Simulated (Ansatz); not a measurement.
## Computed properties of LuSb

LuSb:
```yaml
crystal:
  lattice:
    - [0.00000, 2.96430, 2.96430]
    - [2.96430, 0.00000, 2.96430]
    - [2.96430, 2.96430, 0.00000]
  atoms:
    - { symbol: Lu, position: [0.00000, 0.00000, 0.00000] }
    - { symbol: Sb, position: [0.50000, 0.50000, 0.50000] }
```

Space group Fm-3m (No. 225), rock salt; conventional cell a = b = c = 5.9286 Å, α = β = γ = 90.00°.

Method: LDA in the plane-wave PAW code Ansatz. The cell and atoms are relaxed at this level. Other levels are named where they apply.

### Cell and energy

Volume per atom: 26.05 Å³
Density: 9.46 g/cm³
Formation energy from the elements (no fitted shifts): -1.05 eV/atom

### Electronic structure

- Electronic character: metallic (no gap)
- Density of states at the Fermi level: 0.15 states/eV per atom (mean over ±0.08 eV)

### Mechanics

* **Bulk modulus (Birch–Murnaghan fit)**: 72.9 GPa
* **Pressure derivative B′**: 4.0
* **Elastic constants (relaxed ions, GPa)**: C11 = 185, C12 = 16.8, C44 = 27.2
* **Mechanical stability**: stable (all eigenvalues of C positive)
* **Hill bulk and shear moduli**: 72.9 and 43.6 GPa
* **Young's modulus**: 109 GPa
* **Poisson's ratio**: 0.25
* **Debye temperature from the elastic constants**: 239 K

### Phonons

- Highest zone-centre frequency: 152 cm⁻¹
- Zone-centre stability: no imaginary mode at Γ

The first step of the workflow began from a Materials Project structure, measured or hypothetical; the Crystallography Open Database copy checked does not list it. Its standing as an ambient phase is unchecked. Symmetry was held in the LDA relaxation. As this level gives no gap, shear constants depend on the k-mesh and smearing (Fermi–Dirac, 0.1 eV here). As this level gives no gap, phonon frequencies hold no LO–TO term and depend on the k-mesh and smearing (Fermi–Dirac, 0.1 eV here). The references are the lowest solids computed at this level, not always the standard phases. Scalar-relativistic: spin–orbit coupling is off unless named, which matters more the heavier the elements.

Potentials: the later of the program's two PAW sets.
